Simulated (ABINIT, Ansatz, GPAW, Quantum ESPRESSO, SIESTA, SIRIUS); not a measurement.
CsLiCr2Te2S3: programs and potentials compared

```
Cs Li Cr Te S
1.0
     3.31929    1.91639    6.87982
    -3.31929    1.91639    6.87982
     0.00000   -3.83279    6.87982
Cs Li Cr Te S
1 1 2 2 3
Cartesian
  0.0000 0.0000 0.0000
  0.0000 0.0000 10.3197
  0.0000 0.0000 16.4802
  0.0000 0.0000 4.1593
  0.0000 0.0000 14.0328
  0.0000 0.0000 6.6067
  -2.4147 0.0000 10.3197
  1.2074 -2.0912 10.3197
  1.2074 2.0912 10.3197
```

The cell comes from a database or a generator and needn't be the stable form of this composition.

Alike in all runs: task single point; functional PBE; k mesh 5 × 5 × 5; occupations fermi-dirac, width 0.05 eV; collinear spin, ferromagnetic start; no spin-orbit coupling. Pressure is positive in compression and, in plane waves, holds the error of the finite cutoff.

```tsv
program and potentials	plane-wave cutoff (eV)	notes	pressure (GPa)	net moment per atom (μB)	largest force (eV/Å)
Quantum ESPRESSO, SSSP 1.3 efficiency PBE	748	7.78 valence electrons an atom on average	?	?	?
Ansatz, all-electron LAPW, scalar-relativistic	-	-	-0.01	0.44	0.014
SIESTA, files PseudoDojo sr-pbe-0.4.1-standard, DZP (energy shift 0.003 Ry; two zetas on semicore shells; d shell added on Cs)	-	atomic basis; 10 valence electrons an atom on average	0.37	0.44	0.359
ABINIT, JTH PAW PBE v2.0	626	7.78 valence electrons an atom on average	-0.01	0.44	0.081
GPAW, GPAW PAW data sets (gpaw-data 1.2.1)	800	5.78 valence electrons an atom on average	0.19	0.44	0.105
SIRIUS, PseudoDojo 0.4.1 PBE standard (scalar relativistic)	1280	10 valence electrons an atom on average	0.28	0.44	0.134
```

**Question.** Estimate from the other rows what the run with Quantum ESPRESSO, SSSP 1.3 efficiency PBE gave.

**Answer.** Pressure 0.11 GPa; net moment per atom 0.44 μB; largest force 0.124 eV/Å. The other rows, which needn't bracket it: pressure -0.01 to 0.37; net moment per atom 0.44; largest force 0.014 to 0.359.
